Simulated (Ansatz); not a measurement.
The calculation used DFT PBE+D3(BJ), scalar-relativistic, plane waves, PAW in Ansatz 0.2.0. All cells share a 420 eV cutoff and Γ-centred k meshes spaced at most about 0.3 Å⁻¹ (about 0.25 or finer for metals, 2π included). No spin polarisation in the final relaxations.

These are static total energies at zero pressure.

Two relaxed structures of LiSe₂:

A.

```cif
data_structure
_symmetry_space_group_name_H-M 'P-3m1'
_symmetry_Int_Tables_number 164
_cell_length_a 4.0338
_cell_length_b 4.0338
_cell_length_c 3.9562
_cell_angle_alpha 90.000
_cell_angle_beta 90.000
_cell_angle_gamma 120.000
_cell_volume 55.75
loop_
_atom_site_label
_atom_site_type_symbol
_atom_site_symmetry_multiplicity
_atom_site_Wyckoff_symbol
_atom_site_fract_x
_atom_site_fract_y
_atom_site_fract_z
_atom_site_occupancy
Li1 Li 1 b 0.00000 0.00000 0.50000 1
Se1 Se 2 d 0.33333 0.66667 0.76643 1
```

B.

```cif
data_structure
_symmetry_space_group_name_H-M 'Fm-3m'
_symmetry_Int_Tables_number 225
_cell_length_a 6.0806
_cell_length_b 6.0806
_cell_length_c 6.0806
_cell_angle_alpha 90.000
_cell_angle_beta 90.000
_cell_angle_gamma 90.000
_cell_volume 224.82
loop_
_atom_site_label
_atom_site_type_symbol
_atom_site_symmetry_multiplicity
_atom_site_Wyckoff_symbol
_atom_site_fract_x
_atom_site_fract_y
_atom_site_fract_z
_atom_site_occupancy
Li1 Li 4 b 0.50000 0.00000 0.00000 1
Se1 Se 8 c 0.25000 0.25000 0.75000 1
```

Question: Which is lower in energy, and by how much?

Answer: B is lower, by 108 meV/atom. A has space group P-3m1 (No. 164), 18.6 Å³/atom and no gap on its mesh; B has the fluorite type, space group Fm-3m (No. 225), 18.7 Å³/atom and no gap. Counting Se atoms around Li (those within 1.25 times the shortest such distance or 1.15 times the sum of covalent radii), A has Li 6 and B has Li 8. In A, around Li lie 6 Se at 2.56 Å; Se has 3 Li at 2.56 Å and 6 Se at 2.97–3.14 Å. In B, Li is surrounded by 8 Se at 2.63 Å; Se has 4 Li at 2.63 Å and 6 Se at 3.04 Å. Both come from invented guesses.

In P-3m1, Fm-3m an odd number of electrons in the primitive cell allows no gap without spin; a larger cell or a magnetic state could open one. A magnetic state wasn't ruled out in cells without spin, among them P-3m1. Cells relaxed within their symmetry can be saddle points.
